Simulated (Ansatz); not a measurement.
Mg:
```
Mg
1.0
    5.69262     0.00000     0.00000
    0.00000     5.69262     0.00000
    0.00000     0.00000     5.69262
Mg
8
Direct
  0.00000   0.00000   0.00000
  0.50000   0.50000   0.50000
  0.25000   0.00000   0.50000
  0.75000   0.00000   0.50000
  0.50000   0.25000   0.00000
  0.50000   0.75000   0.00000
  0.00000   0.50000   0.25000
  0.00000   0.50000   0.75000
```

Relaxed with r²SCAN. Special points in fractions of this cell's reciprocal vectors: Γ (0.000, 0.000, 0.000); X (0.000, 0.500, 0.000); M (0.500, 0.500, 0.000); R (0.500, 0.500, 0.500).

Question: List the band energies nearest the Fermi level at these points for r²SCAN (plane waves, PAW; program Ansatz).

Answer: In eV from the Fermi level; about four levels below and three above (degenerate sets whole), none deeper than 8.9 eV; points with the same levels are listed once.

```csv
k,below,above
Γ,-2.43 -2.43 -2.43 -2.41 -2.41 -2.39,1.71 1.71 1.71
X,-1.09 -1.09 -0.99 -0.99,2.84 2.84 3.03 3.03
M,-0.69 -0.34 -0.34 -0.19,0.02 0.23 0.23
R,-3.60 -3.60 -3.60 -3.60 -3.60 -3.60 -3.58 -3.58,5.06 5.06 5.06 5.06 5.06 5.06
```

Space group Pm-3n (A15 (β-W type)). The start of the workflow was typed in or built on a structure type; neither database checked (COD, Materials Project) lists it. It is not the phase usual at ambient conditions (space group No. 194). The r²SCAN relaxation kept the symmetry of its start; whether a distortion lowers the energy is not shown.

Potentials: the later of the program's two PAW sets.
